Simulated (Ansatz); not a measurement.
**Structure relaxation, AlN**

The start is a relaxed AlN cell with every coordinate shifted by Gaussian noise of σ = 0.1 Å. The cell and all atomic positions are relaxed at zero pressure with PBE (plane waves to 420 eV, PAW, scalar-relativistic; Ansatz, a first-principles code). The first steps use a coarse 9×9×3 k-mesh.

Input geometry:
```yaml
crystal:
  lattice:
    - [3.12082, 0.00000, 0.00000]
    - [-1.56041, 2.70271, 0.00000]
    - [0.00000, 0.00000, 10.11163]
  atoms:
    - { symbol: Al, position: [0.02195, 0.97185, 0.50148] }
    - { symbol: Al, position: [0.00482, 0.01496, 0.99606] }
    - { symbol: Al, position: [0.61524, 0.35977, 0.26259] }
    - { symbol: Al, position: [0.29563, 0.64639, 0.75589] }
    - { symbol: N, position: [0.98722, 0.02409, 0.30600] }
    - { symbol: N, position: [0.98662, 0.98375, 0.80886] }
    - { symbol: N, position: [0.63149, 0.26280, 0.06496] }
    - { symbol: N, position: [0.28976, 0.62533, 0.55835] }
```

Question: How large is the pressure on the unrelaxed cell, and of which sign?

Answer: +3.7 GPa (positive: the cell is compressed).

Question: How much energy is released per atom?

Answer: 0.15 eV/atom.

Question: How do the shortest distances between atoms change?

Answer: The closest pairs of elements (up to four, under 3.6 Å), start → end: Al–N 1.75 → 1.90 Å; Al–Al 2.91 → 3.10 Å; N–N 2.92 → 3.10 Å.

Relaxed structure:

Space group P6₃mc (No. 186); a = b = 3.121 Å, c = 10.112 Å, α = β = 90.00°, γ = 120.00°

```tsv
atom	site	symmetry	x	y	z
Al	2a	3m.	0.0000	0.0000	0.0018
Al	2b	3m.	0.6667	0.3333	0.2507
N	2a	3m.	0.0000	0.0000	0.3123
N	2b	3m.	0.6667	0.3333	0.0623
```

Final values are on a 12×12×4 k-mesh of the relaxed cell. No spin polarisation in the result.

The first start was generated by placing the elements on the sites of a structure type. A measured structure of AlN has the same space group, P6₃mc (No. 186); the sites were not compared with it.
